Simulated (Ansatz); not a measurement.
## Si: zone-centre modes under pressure

Si, Fd-3m, a = 5.402 Å. Ansatz: LDA, PAW, 420 eV, Γ-centred 12×12×12 mesh on 2 atoms, fixed occupations; no spin polarisation. Cell and atoms are relaxed at each pressure with the symmetry kept; optical modes at Γ by linear response, in cm⁻¹, the highest. The real crystal is known to change phase within this range, so the rows at high pressure are metastable.

| P (GPa) | V (Å³/atom) | ω1 |
| --- | --- | --- |
| 0 | 19.704 | 513.0 |
| 3 | 19.139 | ? |
| 8 | 18.350 | 550.8 |
| 15 | 17.462 | 578.8 |

Question: Get the mode's Grüneisen parameter γ = −d ln ω/d ln V from the other rows and predict the missing frequency.

Answer: ln(V/V0) = 0.0000, -0.0291, -0.0712, -0.1208; a line through ln(ω/ω0) of the 3 known rows gives ω1: γ = 0.999, predicted 528.1, computed 528.1. The miss is 0.0 %, or 0 % of the shift under pressure, so a constant γ serves at that level.

The runs at 15 GPa used gaussian smearing in place of the occupations named above.

Cost: 4 runs of about 2.3 core-minutes in all, on Intel Xeon Platinum 8375C (Ice Lake) (shared hosts).